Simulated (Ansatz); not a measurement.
## BePd (Pm-3m): the size of the finite step

```xyz
2
Lattice="2.7979 0.0000 0.0000 0.0000 2.7979 0.0000 0.0000 0.0000 2.7979" Properties=species:S:1:pos:R:3 pbc="T T T"
Be    0.0000    0.0000    0.0000
Pd    1.3990    1.3990    1.3990
```

The conventional cell has a = 2.798 Å, b = 2.798 Å, c = 2.798 Å, α = 90.00°, β = 90.00°, γ = 90.00°. Around Be (atom 1) lie 8 Pd at 2.42 Å. Pd (atom 2) has 8 Be at 2.42 Å as nearest neighbours.

Level of theory, where no other is named: PBEsol, PAW on Ansatz 0.2.0's default frozen-core files (fitted under PBE), scalar-relativistic. k mesh 14×14×14, strains of ±0.005, Fermi-Dirac smearing of 0.080 eV, cutoff 420 eV. The cell was relaxed by PAW under this functional.

Q: Elastic constants come from stresses at strains of ±0.005 (two-point stencil): C11 = 224.9, C12 = 174.3, C44 = 87.5 GPa. What does an amplitude of 0.0002 give?

A: C11 = 223.2, C12 = 174.5, C44 = 87.2 GPa. Nothing moves by 1 %. Steps under 0.001 aren't safe in general, since the basis can change from cell to cell and the noise grows as 1/δ.

Caveats: frozen-core PAW files fitted under PBE, their cores solved anew for the functional of the run; responses of metals move with mesh and smearing; the softest shear constant rests on one k mesh, and a soft shear can herald a distortion on cooling.
